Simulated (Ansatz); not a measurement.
# Al5HO8 — ²⁷Al nuclear quadrupole resonance

Cell: an entry of the Crystallography Open Database (COD; perhaps a calculated or model structure), its atoms then relaxed with PBE in this cell.

```cif
data_Al5HO8
_symmetry_space_group_name_H-M 'P6_3mc'
_symmetry_Int_Tables_number 186
_cell_length_a 5.6153
_cell_length_b 5.6153
_cell_length_c 8.8241
_cell_angle_alpha 90.000
_cell_angle_beta 90.000
_cell_angle_gamma 120.000
loop_
_atom_site_label
_atom_site_type_symbol
_atom_site_symmetry_multiplicity
_atom_site_Wyckoff_symbol
_atom_site_fract_x
_atom_site_fract_y
_atom_site_fract_z
Al1 Al 6 c 0.3315 0.1657 0.1421
Al5 Al 2 b 0.3333 0.6667 0.3484
Al7 Al 2 b 0.6667 0.3333 0.4606
H H 2 a 0.0000 0.0000 0.9106
O13 O 6 c 0.1658 0.8342 0.2450
O17 O 6 c 0.0291 0.5145 0.5065
O21 O 2 a 0.0000 0.0000 0.5226
O23 O 2 b 0.6667 0.3333 0.2534
```

One atom of each set is listed.

The numbers come from a DFT calculation in Ansatz (PBE, plane waves and PAW, scalar-relativistic, 420 eV cutoff, Γ-centred 4×4×2 k-points, Fermi–Dirac smearing 0.02 eV).

²⁷Al: I = 5/2, Q = 146.6 mb (year-2017 value). Static lattice, zero field.

Sites with a gradient: Al1 (6 atoms; 6 O at 1.85–1.97 Å); Al5 (2 atoms; 6 O at 1.87–2.03 Å); Al7 (2 atoms; 4 O at 1.81–1.83 Å; also 3 O at 2.99 Å).

(1) The simulated spectrum has lines at 0.310, 0.621, 1.00, 1.07, 1.34, 2.00, 2.40 MHz. Sort them into the sets that belong together, and say which site each set most likely comes from.

Answers

(1) For I = 5/2 and η = 0 the lines are 3|C_Q|/20 and twice that; η pulls their ratio below 2. At large η the states mix, and weaker lines appear at sums of the main ones; lines under 5 % of the strongest are left out. Al1: 1.07, 1.34, 2.40 MHz (|C_Q| = 4.84 MHz, η = 0.73). Al5: 0.310, 0.621 MHz (|C_Q| = 2.07 MHz, η = 0.00). Al7: 1.00, 2.00 MHz (|C_Q| = 6.68 MHz, η = 0.00).

The sites follow from the calculation. An axis of threefold or higher order runs through Al5 and Al7, so V_zz lies along it and η is zero. Like point charges on the first shell alone (each adding as 1/d³) would give another order (Al5 < Al7 < Al1): the covalent part of each bond and the atoms beyond the first shell count as well.
